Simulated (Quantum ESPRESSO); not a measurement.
Inputs of pw.x and gipaw.x (a modified build of Quantum ESPRESSO, PBE) for ZnF2; the starting potential comes from an earlier run on another mesh:

```
&CONTROL
  calculation = 'scf'
  prefix = 'x'
  pseudo_dir = './pseudo'
  outdir = './out'
  tprnfor = .true.
/
&SYSTEM
  ibrav = 0
  nat = 6
  ntyp = 2
  ecutwfc = 45
  ecutrho = 180
  occupations = 'fixed'
  nbnd = 26
/
&ELECTRONS
  conv_thr = 1e-11
  startingpot = 'file'
/
ATOMIC_SPECIES
Zn 65.380 Zn.GGA_PBE-JTH.UPF
F 18.998 F.GGA_PBE-JTH.UPF
CELL_PARAMETERS angstrom
    4.702940000000     0.000000000000     0.000000000000
    0.000000000000     4.702940000000     0.000000000000
    0.000000000000     0.000000000000     3.132890000000
ATOMIC_POSITIONS crystal
Zn     0.500000000000     0.500000000000     0.500000000000
Zn     0.000000000000     0.000000000000     0.000000000000
F      0.696860000000     0.696860000000     0.000000000000
F      0.303140000000     0.303140000000     0.000000000000
F      0.803140000000     0.196860000000     0.500000000000
F      0.196860000000     0.803140000000     0.500000000000
K_POINTS automatic
4 4 6 1 1 1
```

```
&INPUTGIPAW
  job = 'nmr'
  prefix = 'x'
  tmp_dir = './out/'
  restart_mode = 'from_scratch'
  pawproj(1) = .true.
  pawproj(2) = .true.
  use_nmr_macroscopic_shape = .false.
/
```

Geometry: a computed entry of the Materials Project; it was not checked against measured cells. It is ZnF2 in P4₂/mnm; whether this form has been observed was not checked. Stability against distortions was not tested.

Question: Give the final section of the GIPAW output.

Answer: 
```
     f-sum rule (should be   -32.3261):
           -32.3275          0.0000          0.0000
             0.0000        -32.3275          0.0000
             0.0000          0.0000        -32.3267

     Total NMR chemical shifts in ppm: ---------------------------------------
     (adopting the Simpson convention for anisotropy and asymmetry)-----------

     Atom  1  Zn  pos: (  0.500000  0.500000  0.333078)  Total sigma:        1799.19
          1775.2800        -16.8573          0.0000
           -16.8573       1775.2800         -0.0000
             0.0000         -0.0000       1847.0232

     Zn      1    anisotropy:     71.74    eta:    0.7049

     Atom  2  Zn  pos: (  0.000000  0.000000  0.000000)  Total sigma:        1799.19
          1775.2800         16.8573         -0.0000
            16.8573       1775.2800          0.0000
            -0.0000         -0.0000       1847.0232

     Zn      2    anisotropy:     71.74    eta:    0.7049

     Atom  3  F   pos: (  0.696860  0.696860  0.000000)  Total sigma:         344.08
           342.6926         28.3492         -0.0000
            28.3492        342.6926         -0.0000
             0.0000         -0.0000        346.8623

     F       3    anisotropy:    -44.61    eta:    0.8131

     Atom  4  F   pos: (  0.303140  0.303140  0.000000)  Total sigma:         344.08
           342.6926         28.3492          0.0000
            28.3492        342.6926         -0.0000
            -0.0000         -0.0000        346.8623

     F       4    anisotropy:    -44.61    eta:    0.8131

     Atom  5  F   pos: (  0.803140  0.196860  0.333078)  Total sigma:         344.08
           342.6926        -28.3492          0.0000
           -28.3492        342.6926         -0.0000
            -0.0000         -0.0000        346.8623

     F       5    anisotropy:    -44.61    eta:    0.8131

     Atom  6  F   pos: (  0.196860  0.803140  0.333078)  Total sigma:         344.08
           342.6926        -28.3492         -0.0000
           -28.3492        342.6926          0.0000
            -0.0000         -0.0000        346.8623

     F       6    anisotropy:    -44.61    eta:    0.8131
```
The printed anisotropy is 3/2 (σ_33 − σ_iso) in the program's own order; the axes are left out here. Anisotropies that symmetry doesn't fix are less certain than the isotropic values. These are absolute shieldings with no macroscopic susceptibility term; δ = σ_ref − σ needs a reference computed alike. By our sweeps, such settings leave a few ppm in absolute σ on light atoms and up to some 20 ppm from Zn on.
